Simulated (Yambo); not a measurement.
G0W0@PBEsol for Mg$_{3}$ZnO$_{4}$ (space group Pm-3m, No. 221) in Yambo. Reference settings: 4×4×4 Γ-centred k mesh, bands 8 to 167 and a 8 Ry block in the screening, 167 bands in G with the Bruneval-Gonze terminator, plasmon pole fitted at 27.2 eV. The PBEsol gap R → Γ on this mesh is 2.10 eV; G0W0 gaps are taken between the same points.

With and without the terminator, as bands are cut:

| bands in G (in W) | gap, terminator (eV) | gap, none (eV) | valence shift, terminator (eV) | valence shift, none (eV) |
|---|---|---|---|---|
| 74 (167) | 4.058 | 3.789 | -1.080 | -0.350 |
| 114 (167) | 4.028 | 3.832 | -1.076 | -0.631 |
| 167 (167) | 4.010 | 3.871 | -1.069 | -0.801 |

Over this range the gap spans 0.048 eV with the terminator and 0.082 eV without, the valence shift 0.011 eV and 0.451 eV. Neither column has reached its limit for certain.

Geometry of the Materials Project entry, not relaxed at this level; primitive cell a = 4.280 Å, b = 4.280 Å, c = 4.280 Å, α = 90.00°, β = 90.00°, γ = 90.00°.

The structure is a Materials Project entry; no match was found in the copy of COD used, and its stability was not checked.

A shift is the quasiparticle energy of the state minus its PBEsol energy.
